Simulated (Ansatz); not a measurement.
(100) slab cut from the bulk of Ca, Fm-3m (No. 225); the slab's formula is Ca:

```
Ca
1.0
     3.93775    0.00000    0.00000
     0.00000    3.93775    0.00000
     0.00000    0.00000   23.35323
Ca
4
Direct
  0.50000 0.50000 0.32115
  0.00000 0.00000 0.44038
  0.50000 0.50000 0.55962
  0.00000 0.00000 0.67885
```

Method: DFT r2SCAN, scalar-relativistic, plane waves, PAW in Ansatz. Cutoff 500 eV; k points 9×9×1 on the computed 4-atom cell (Γ-centred); Gaussian smearing, width 0.10 eV; no spin polarisation. A dipole correction removes the field between periodic images along c.

Q: What forces act on the atoms?

A:
```csv
atom,Fx (eV/Å),Fy (eV/Å),Fz (eV/Å)
Ca1,0.000,0.000,0.081
Ca2,0.000,0.000,-0.092
Ca3,0.000,0.000,0.092
Ca4,0.000,0.000,-0.081
```